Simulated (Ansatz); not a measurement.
All numbers below come from Ansatz 0.2.0, DFT PBE, scalar-relativistic, plane waves, PAW. Cutoff 420 eV, Γ-centred 6×6×4 mesh (7-atom cell), Gaussian smearing of 0.02 eV, no spin polarisation.

Formation energies are uncorrected and count from the elements' standard states at the same level.

Task: Give a relaxed trial structure of a triclinic semiconductor that holds In and 2 more elements, with a gap near 2.3 eV, a formation energy near −1.01 eV/atom and about 33 Å³ per atom, in a cell of 7 atoms. Its symmetry should be P1 (No. 1).

Result: ZnIn2Cl4, space group P1 (No. 1). Around Zn lie 4 Cl at 2.27–2.33 Å; around In on its first site lie 3 Cl at 2.94–3.03 Å and 1 Cl at 3.45 Å; In on its second site is surrounded by 3 Cl at 2.96–3.10 Å and 2 Cl at 3.34–3.48 Å; Cl on its first site has 1 Zn at 2.28 Å and 1 In at 3.03 Å; 3 more sites not described.

```xyz
7
Lattice="6.2905 0.0000 0.0000 -2.7740 5.6826 0.0000 -1.9325 -2.7005 6.4996" Properties=species:S:1:pos:R:3 pbc="T T T"
Zn    6.1208    0.2475    0.0068
In   -1.8196    0.7900    4.1937
In    0.0348    3.4573    2.3092
Cl   -3.6433    3.1780    4.5921
Cl    3.0262   -0.4358    6.4359
Cl    1.7558    4.2572    0.0319
Cl    1.0354    0.2932    1.9293
```

- Volume per atom: 33.19 Å³
- Density: 3.12 g/cm³
- Energy over the elements: −1.006 eV/atom
- Gap on the 6×6×4 mesh of the 7-atom cell: 2.33 eV

The structure comes from a generated guess, relaxed at this level; another structure or a mixture of phases may lie lower. Other answers may fit too; this one was computed.

Kohn–Sham gaps at this level usually fall short of measured ones. This cell was reached by moving the atoms of another relaxed cell at random and relaxing again, last within the group found; it had no such test of its own.
